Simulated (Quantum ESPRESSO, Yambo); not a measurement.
For K$_{2}$BrOH (space group P2_1/m, No. 11), Yambo gives the independent-particle static dielectric constant along x as 2.8 on LDA bands and 2.39 after a scissor of 2.72 eV widens every gap (4×4×2 mesh, 173 bands, 3 Ry local-field block, 0.2 eV broadening). Axes are Cartesian, with cell vectors (Å) (6.83, 0.00, 0.00), (0.00, 4.32, 0.00), (-2.68, 0.00, 8.17).

### Question
A scissor keeps the position matrix elements. In a one-oscillator model, how does ε − 1 scale, and what mean transition energy do the two values imply?

### Answer
Each transition adds |r|²/E to ε − 1, so ε − 1 ∝ 1/(E0 + Δ). Then (2.39 − 1)/(2.8 − 1) = E0/(E0 + Δ) = 0.772, and E0 = Δ(ε' − 1)/(ε − ε') = 9.2 eV. The computed Im ε, weighted by 1/E up to 20 eV, has its mean at 9.2 eV; the smallest direct LDA gap is 3.23 eV. The scissor comes from a G0W0 run whose convergence isn't established. Convergence of the RPA response with its 4×4×2 mesh was not tested.

Bands from Quantum ESPRESSO.

Spin-orbit coupling is not included.

Geometry of the Materials Project entry, not relaxed at this level; primitive cell a = 6.832 Å, b = 4.317 Å, c = 8.593 Å, α = γ = 90.00°, β = 108.15°.

The structure is a Materials Project entry; no match was found in the copy of COD used, and its stability was not checked.
